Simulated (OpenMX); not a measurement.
## Moving the volume of the cell in MgB

```
Mg B
1.0
     2.89515    0.00000    0.00000
     0.00000    2.89515    0.00000
     0.00000    0.00000    2.89515
Mg B
1 1
Cartesian
  0.0000 0.0000 0.0000
  1.4476 1.4476 1.4476
```

The cell comes from a database or a generator and needn't be the stable form of this composition.

Kept alike: task single point; functional PBE; k mesh 7 × 7 × 7; occupations fermi-dirac, width 0.05 eV; no spin polarisation. Program: OpenMX, OpenMX 2013 PBE set, Mg7.0-s3p2d1, B7.0-s2p2d1, grid cutoff 500 Ry. The mesh is that of the run's cell of 2 atoms. No spin-orbit coupling.

| run | pressure (GPa) | free energy over the lowest row (meV/atom) |
| --- | --- | --- |
| A | 14.21 | 65.87 |
| B | -4.78 | 12.48 |
| C | 1.13 | 0.00 |
| D | 4.94 | 8.89 |
| E | 9.06 | 31.32 |
| F | -2.13 | 1.78 |

Pressure is positive in compression. The cell shown is the unstrained one; x, y and z are its Cartesian axes; atoms keep their fractions. For a metal such a mesh leaves the last digits unconverged.

The runs differ in the volume of the cell alone: 0.88; 0.92; 0.96; 1; 1.04; 1.08 times the cell shown. Which run is which?

Run A is 0.88 times the cell shown; run B is 1.08 times the cell shown; run C is 1 times the cell shown; run D is 0.96 times the cell shown; run E is 0.92 times the cell shown; run F is 1.04 times the cell shown. The pressure falls from 14.21 to -4.78 GPa between 0.88 and 1.08 times the cell shown. The free energy is lowest at 1, and 65.87 meV an atom higher at 0.88.
